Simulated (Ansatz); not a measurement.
GeP₃:
```
CELL_PARAMETERS angstrom
      3.49856     2.01989     3.15845
     -3.49856     2.01989     3.15845
      0.00000    -4.03979     3.15845
ATOMIC_POSITIONS crystal
  Ge 0.26285 0.26285 0.26285
  Ge 0.73715 0.73715 0.73715
  P  0.78236 0.25893 0.78236
  P  0.78236 0.78236 0.25893
  P  0.25893 0.78236 0.78236
  P  0.21764 0.74107 0.21764
  P  0.74107 0.21764 0.21764
  P  0.21764 0.21764 0.74107
```

Relaxed with LDA.

**Question.** Map the electron localisation function on the plane through (0.263, 0.263, 0.263) spanned by u = [1, 0, 0] and v = [0, 1, 1] in lattice vectors, from plane-wave PAW LDA (Ansatz code).

**Answer.** x is the fraction of u, y of v (the angle between them is 85°; rows are the nearest grid lines); atoms in the plane: Ge at (0.00, 0.00), Ge at (0.47, 0.47), P at (1.00, 0.52), P at (0.48, 0.95).
```
|000245799972015999865442000|
|001345799940000489865544210|
|223445788840000478754454432|
|444444445666556665421234444|
|443322223456666654211112344|
|111000001123333321100001111|
|111000000001111110000011111|
|222100000001111100000112332|
|655432111233333211011345666|
|666554333444444432112466666|
|004788764444344454345776200|
|002899864310001344557997100|
|004999864310000244557999500|
|999998754320000244445799999|
|988765433333333433322357889|
|666542222233333333211124566|
|111000000112233221000000011|
|000000000011111110000000000|
|110000000000000000000001111|
|332110001111111100000123333|
|333221112344444321011233333|
|223334467899999875323344322|
|002334678999999997544443100|
|000245799972015999865442000|
```
Scale: ten equal steps from -0.001 (start of '0') to 0.911 (end of '9'), in the order '0123456789'; x runs from 0.000 to 1.00, y from 0.000 (bottom) to 1.00 (top).

The density is the valence pseudo-density with augmentation charge, so density and ELF within about 1 Å of a nucleus are not all-electron values.

Space group R-3m. The workflow started from an entry of the Crystallography Open Database (COD). Whether it is the stable phase at ambient conditions was not checked. The LDA relaxation kept the symmetry of its start; its stability against distortions is not shown here. A crystal of weakly bound layers computed without a dispersion correction: the cell and the soft elastic constants depend strongly on that.

Potentials: the later of the program's two PAW sets.
